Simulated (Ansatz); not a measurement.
Zr (hcp, Mg type)

```
Zr
1.0
    6.46319     0.00000     0.00000
   -1.61580     2.79864     0.00000
    0.00000     0.00000     5.17363
Zr
4
Direct
  0.16667   0.66667   0.75000
  0.66667   0.66667   0.75000
  0.33333   0.33333   0.25000
  0.83333   0.33333   0.25000
```

In each cell atom 4 (Zr, nearest neighbour Zr at 3.189 Å; its periodic images, 3.2 Å or more away, move with it) moves by s·(1.000, 0.000, 0.000) (along Cartesian x), the rest being held.

These are PBE (plane waves to 420 eV, PAW, scalar-relativistic; Ansatz, an electronic-structure program) values and carry that method's errors. k mesh 13×13×7 (Γ-centred), Fermi-Dirac smearing 0.05 eV. E stands for the smeared free energy. Left out: 2 of 11 points, with atoms too close for the PAW data. With partly filled bands, energies and forces of such displacements shift with the k mesh and the smearing. The PAW data are Ansatz's earlier set. Zr is run without spin polarisation. Zr was relaxed with its symmetry unable to fall. ΔE is measured from the undisplaced structure. The last digit holds for this mesh only.

```tsv
s (Å)	ΔE (meV/cell)
-0.512	608.2
-0.384	343.1
-0.256	155.7
-0.128	39.9
0.000	0.0
0.128	39.2
0.256	152.8
0.384	336.1
0.512	withheld
```

### Question
Fit a polynomial form (powers 2, 3, 4) to the given rows and predict ΔE at s = 0.512.

### Answer
Least squares on the 8 given rows: ΔE = (2353)·s² + (-75.57)·s³ + (-281.1)·s⁴, in meV/cell with s in Å; root-mean-square residual 1.13 meV/cell. At 0.512 the fit gives 587.4 meV/cell; the calculation gives 590.3 meV/cell, so the extrapolation is off by -2.9 (-0.5 %). The quadratic term alone would give 616.8 meV/cell.

(For displaced atoms, the force is minus the slope of the energy, and its curvature is a force constant, which sets phonon frequencies.)
